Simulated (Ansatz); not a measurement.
An Ansatz (a quantum-chemistry and plane-wave program) run. Input:

Ansatz 0.2 input:
```yaml
crystal:
  lattice:
    - [0.0, 2.674231343, 2.674231343]
    - [2.674231343, 0.0, 2.674231343]
    - [2.674231343, 2.674231343, 0.0]
  atoms:
    - { symbol: Si, position: [0.25, 0.25, 0.25] }
    - { symbol: Si, position: [0.75, 0.75, 0.75] }
    - { symbol: Ni, position: [0.0, 0.0, 0.0] }
kpoints:
  mp_grid: { grid: [28, 28, 28] }
hamiltonian:
  xc: lda
  pseudopotentials: { kind: paw }
scf:
  occupations: { method: fermi_dirac, width: 0.1 }
elastic: { mode: relaxed_ion, stencil: two_point, amplitude: 0.005, f_tol: 0.0005 }
```

Output (shortened):

```
Pseudopotentials: kind: paw
Pseudopotential: Si, paw, valence charge 4
Pseudopotential: Ni, paw, valence charge 18
Functional definition: SPW92
Crystal: 3 atoms, lattice volume = 38.250 Å³
Basis set: ecut = 420 eV, 725 PW (Γ)
Bands: 17, of which v1, the nominal top of the filled ones, is band 13 counted from 1 (12 counted from 0)
Symmetry: 48 space group operations
Space group: Fm-3m (ITA 225), of the structure as read, at distance tolerance 3.4e-5 Å
k-points: 624 of 21952
PAW frozen core: Si, regenerated for the run's functional, and the local potential with it
PAW frozen core: Ni, regenerated for the run's functional, and the local potential with it
Initial wavefunctions: pseudopotential atomic-orbital guess
Eigensolver: davidson
Functional: x = slater, c = lda
all-band conjugate gradients solve this SCF's bands
the search or the solves at the SCF's close seem to have found levels that the self-consistency loop had missed (the run counts 1) …
SCF 1 converged in 11 iterations: F = -6992.093457 eV  dr2 = 2.75e-15
density extrapolation: transplant  |δρ|_rms = 4.043e-2 e/Å³  SAD shift = 1.150e-2 e/Å³
Crystal: 3 atoms, lattice volume = 38.058 Å³
Symmetry: 16 space group operations
k-points: 1639 of 21952
Initial density: handed on by an earlier stage of this run
Initial wavefunctions: those handed on with the density
SCF 2 converged in 10 iterations: F = -6992.092584 eV  dr2 = 6.43e-14
density extrapolation: first-order (α = -2.000)  |δρ|_rms = 4.043e-2 e/Å³  SAD shift = 1.142e-2 e/Å³
Crystal: 3 atoms, lattice volume = 38.441 Å³
Basis set: ecut = 420 eV, 741 PW (Γ)
SCF 3 converged in 8 iterations: F = -6992.093092 eV  dr2 = 3.18e-14
Crystal: 3 atoms, lattice volume = 38.249 Å³
Basis set: ecut = 420 eV, 729 PW (Γ)
Symmetry: 8 space group operations
k-points: 3060 of 21952
Initial wavefunctions: pseudopotential atomic-orbital guess (no wavefunctions were taken with the density)
SCF 4 converged in 10 iterations: F = -6992.093086 eV  dr2 = 1.08e-14
relax step   1: F+E_penalty+E_count = -6992.09308602 eV  Δ(F+E_penalty+E_count) = +0.000e0 eV  max|allowed force component| = 3.768e-2 eV/Å  Δτ_max = 0.0000 Å  (10 SCF iters, accepted)
density extrapolation: transplant  |δρ|_rms = 4.043e-2 e/Å³  SAD shift = 2.684e-4 e/Å³
Crystal: 3 atoms, lattice volume = 38.249 Å³
SCF 5 converged in 8 iterations: F = -6992.093159 eV  dr2 = 4.13e-15
relax step   2: F+E_penalty+E_count = -6992.09315862 eV  Δ(F+E_penalty+E_count) = -7.260e-5 eV  max|allowed force component| = 2.386e-2 eV/Å  Δτ_max = 0.0012 Å  (8 SCF iters, accepted)
density extrapolation: transplant  |δρ|_rms = 4.043e-2 e/Å³  SAD shift = 4.634e-4 e/Å³
Crystal: 3 atoms, lattice volume = 38.249 Å³
SCF 6 converged in 8 iterations: F = -6992.093207 eV  dr2 = 1.55e-14
relax step   3: F+E_penalty+E_count = -6992.09320722 eV  Δ(F+E_penalty+E_count) = -4.859e-5 eV  max|allowed force component| = 2.873e-6 eV/Å  Δτ_max = 0.0020 Å  (8 SCF iters, accepted)
Crystal: 3 atoms, lattice volume = 38.249 Å³
SCF 7 converged in 6 iterations: F = -6992.093207 eV  dr2 = 9.24e-19
Crystal: 3 atoms, lattice volume = 38.249 Å³
SCF 8 converged in 10 iterations: F = -6992.093086 eV  dr2 = 1.07e-14
relax step   1: F+E_penalty+E_count = -6992.09308603 eV  Δ(F+E_penalty+E_count) = +0.000e0 eV  max|allowed force component| = 3.768e-2 eV/Å  Δτ_max = 0.0000 Å  (10 SCF iters, accepted)
density extrapolation: transplant  |δρ|_rms = 4.043e-2 e/Å³  SAD shift = 7.318e-4 e/Å³
Crystal: 3 atoms, lattice volume = 38.249 Å³
SCF 9 converged in 8 iterations: F = -6992.093207 eV  dr2 = 2.54e-14
relax step   2: F+E_penalty+E_count = -6992.09320722 eV  Δ(F+E_penalty+E_count) = -1.212e-4 eV  max|allowed force component| = 1.636e-6 eV/Å  Δτ_max = 0.0032 Å  (8 SCF iters, accepted)
Crystal: 3 atoms, lattice volume = 38.249 Å³
SCF 10 converged in 6 iterations: F = -6992.093207 eV  dr2 = 7.01e-19
SCF converged after 11 iterations
Free energy (F): -6992.093457 eV
Harris-Foulkes:  -6992.093457 eV  (|F-HF|=4.55e-12)
Internal energy: -6992.065168 eV  (E = F + TS)
E sigma→0 (E₀):  -6992.079313 eV
Entropy (-TS):   -0.028289 eV (-9.430 meV/atom)
Fermi energy:    13.590121 eV
--- Per-component energies (eV) ---
  E_band       = -336.779076
  E_kinetic    = 374.048572
  E_local      = -4870.890598  (includes V_loc(G=0)·N_el)
  E_nonlocal   = 685.121052
  E_hartree    = 2105.337341
  E_xc         = -199.644718
  E_vxc        = -210.990631  (∫ρ·V_xc dr)
  E_paw        = -2531.597318  (= ΣΔE_a)
  E_vpaw       = -524.742644  (= ΣTr[D̂ρ^β])
  E_aug_tail   = 0.000486  (compensation charges beyond the density's cutoff)
  E_ewald      = -2555.042768
  E_core_change = 0.602782  (= ΣΔE_core)
  E_smearing   = -0.028289  (= −TS)
  E_closure    = 0.000000  (closes the sum)
  Σ components = -6992.093457   (vs F -6992.093457, Δ=0.00e0)
--- Forces (eV/Å), atoms counted from 1 ---
  atom   1  Si     0.00000000     0.00000000     0.00000000
  atom   2  Si     0.00000000     0.00000000     0.00000000
  atom   3  Ni     0.00000000     0.00000000     0.00000000
  max |Σ_I F_I| component: 9.25e-17 eV/Å
--- Stress (GPa, compression-positive) ---
        0.209882       0.000000       0.000000
        0.000000       0.209882       0.000000
        0.000000       0.000000       0.209882
  P = ⅓ Tr σ = 0.2099 GPa (2.099 kbar)
  The stress holds the Pulay correction. Without it, at fixed plane waves, as pw.x and ABINIT print it: P = 0.1217 GPa
  The stress includes an estimate of the error left by incomplete SCF convergence (largest component 0.0000 GPa).
--- Band table (eV; the first three rows and the last of 624) ---
  k-point 0: bands = ["-90.3776", "-51.2108", "-51.2108", "-51.2108", "-0.5537", "8.1346", "8.1346", "8.1346", "9.8757", "9.8757", "13.4328", "15.3509", "15.3509", "15.3509", "15.7969", "15.7969", "15.7969"]
  k-point 1: bands = ["-90.3776", "-51.2109", "-51.2108", "-51.2108", "-0.5343", "8.0974", "8.1409", "8.1409", "9.8717", "9.8717", "13.4151", "14.9074", "15.1744", "15.1744", "15.9807", "15.9807", "16.2760"]
  k-point 2: bands = ["-90.3776", "-51.2109", "-51.2109", "-51.2109", "-0.4761", "7.9873", "8.1595", "8.1595", "9.8606", "9.8606", "13.2995", "14.4375", "14.8842", "14.8842", "16.2808", "16.2808", "16.9107"]
  k-point 623: bands = ["-90.3776", "-51.2116", "-51.2116", "-51.2113", "4.5062", "4.5062", "6.3091", "6.6129", "9.6550", "9.6550", "9.7633", "10.2311", "11.0295", "15.8690", "15.8690", "18.1814", "18.8579"]
  band table: 17 of 17 bands, residual norms ≤ 1.0e-3 eV
--- Elastic constants: 2 strain directions × 2 members + reference (group order 48) ---
  dense FFT box of the reference and of every strained cell: 27×27×27
  strains applied: 11, 23; error gains: componentwise 1.00 (the most a stress slope's error grows in a printed constant), spectral 1.73 (1 for all six strains …
  C = ∂σ_k/∂η_j (tension-positive GPa; Voigt order 11 22 33 23 13 12):
       207.780    147.253    147.253      0.000      0.000      0.000
       147.253    207.780    147.253      0.000      0.000      0.000
       147.253    147.253    207.780      0.000      0.000      0.000
         0.000      0.000      0.000     83.871      0.000      0.000
         0.000      0.000      0.000      0.000     83.871      0.000
         0.000      0.000      0.000      0.000      0.000     83.871
  reference stress σ⁰ (GPa):     -0.210     -0.210     -0.210      0.000      0.000      0.000
  moduli (Voigt/Reuss/Hill, GPa): K = 167.43/167.43/167.43   G = 62.43/49.09/55.76   E = 150.56   ν = 0.350
  mechanically stable: yes (min eigenvalue of sym C = 60.53 GPa)
  strain η (Voigt 11):  stress-route row diagonal C_11 = 207.78 GPa, energy-path curvature d²(F+E_count+ΔE)/dδ²/Ω₀ = 207.79 GPa
         δ    σ_11 (GPa)             F (eV)   n_scf  n_hpsi   n_pw
    -5.000e-3      -1.2603       -6992.0925836      10  610782    757   relax 0 steps, max|allowed force component| 1.23e-16 eV/Å
     5.000e-3       0.8175       -6992.0930923       8  510904    763   relax 0 steps, max|allowed force component| 1.11e-16 eV/Å
  strain η (Voigt 23):  stress-route row diagonal C_44 = 83.87 GPa, energy-path curvature d²(F+E_count+ΔE)/dδ²/Ω₀ = 84.02 GPa
         δ    σ_23 (GPa)             F (eV)   n_scf  n_hpsi   n_pw
    -5.000e-3      -0.4194       -6992.0932072       6  692807    763   relax 3 steps, max|allowed force component| 2.87e-6 eV/Å
     5.000e-3       0.4194       -6992.0932072       6  696760    763   relax 2 steps, max|allowed force component| 1.64e-6 eV/Å
```

Cost: roughly 13 core-minutes on shared cores.

The cell was relaxed with LDA under the symmetry of its start; of distortions, only those at the zone centre were tested. No spin polarisation was allowed. As this level gives no gap, shear constants depend on the k-mesh and smearing (Fermi–Dirac, 0.1 eV here).

Potentials: the later of the program's two PAW sets.

Ansatz is a plane-wave DFT program.
